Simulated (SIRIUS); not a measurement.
Consider a self-consistent single point of WSe₂ (P6_3/mmc, 12 atoms in the cell; from Materials Project mp-1821, changed as shown).

```
WSe2
1.0
    3.25353     0.00000     0.00000
    0.00000     5.63528     0.00000
    0.00000     0.00000    13.46245
W Se
4 8
Direct
  0.50000   0.16667   0.75000
  0.00000   0.33333   0.25000
  0.00000   0.66667   0.75000
  0.50000   0.83333   0.25000
  0.00000   0.33333   0.87100
  0.50000   0.16667   0.12900
  0.50000   0.16667   0.37100
  0.00000   0.33333   0.62900
  0.50000   0.83333   0.87100
  0.00000   0.66667   0.12900
  0.00000   0.66667   0.37100
  0.50000   0.83333   0.62900
```

Method: LDA (PW92), GBRV LDA ultrasoft pseudopotentials (plane waves; SIRIUS 7.12.0).

SIRIUS settings:

| key | value |
|---|---|
| parameters.ngridk | 6 4 2 |
| parameters.xc_functionals | [XC_LDA_X, XC_LDA_C_PW] |
| parameters.gk_cutoff | 6.325 1/bohr |
| parameters.pw_cutoff | 14.143 1/bohr |
| parameters.smearing | fermi_dirac |
| parameters.smearing_width | 0.00183747 Ha |
| potentials | GBRV LDA ultrasoft pseudopotentials |
| parameters.electronic_structure_method | pseudopotential |
| parameters.num_bands | 62 |
| parameters.num_mag_dims | 0 |
| parameters.num_dft_iter | 100 |
| parameters.energy_tol | 1e-07 Ha |
| parameters.density_tol | 1e-06 |
| mixer.type | anderson |
| mixer.beta | 0.7 |
| mixer.use_hartree | true |

Results:

- Number of valence electrons: 104
- Number of bands: 62
- Number of k-points after the program's reduction: 24
- Number of plane waves (most at a k-point): 7171
- Number of SCF iterations: 13
- FFT grid: 30 × 50 × 120
- Free energy E − TS: -13375.4228 eV
- Gap on the k-point mesh: 1.15 eV
- Pressure: 2.06 GPa
- Largest force (vector length): 0.787 eV/Å

Forces (eV/Å):
| atom | Fx | Fy | Fz |
|---|---|---|---|
| W1 | 0.000 | 0.001 | 0.000 |
| W2 | 0.000 | -0.001 | 0.000 |
| W3 | 0.000 | 0.001 | 0.000 |
| W4 | 0.000 | -0.001 | 0.000 |
| Se5 | 0.000 | -0.001 | 0.787 |
| Se6 | 0.000 | 0.001 | -0.787 |
| Se7 | 0.000 | 0.001 | 0.787 |
| Se8 | 0.000 | -0.001 | -0.787 |
| Se9 | 0.000 | -0.001 | 0.787 |
| Se10 | 0.000 | 0.001 | -0.787 |
| Se11 | 0.000 | 0.001 | 0.787 |
| Se12 | 0.000 | -0.001 | -0.787 |

Stress (GPa, positive for compression):
```
1.04  0.00  0.00
0.00  1.00  0.00
0.00  0.00  4.14
```

The gap is read on the k-point mesh of the run and can differ from the gap over the whole zone at this level.

For comparison: a first run was changed to give this one (lattice scaled by 0.98), and from it to this one the free energy goes down by 10.1 meV/atom, the pressure goes from -6.09 to 2.06 GPa, the largest force goes from 0.296 to 0.787 eV/Å and the gap on the mesh hardly changes (1.158 to 1.152 eV).

Spin-orbit coupling is left out, which matters for bands and gaps with elements this heavy. The structure comes from a collection of computed structures, made at another level of theory; the collection holds predicted forms beside known ones.

Cost on one core: very roughly 5 core-minutes.
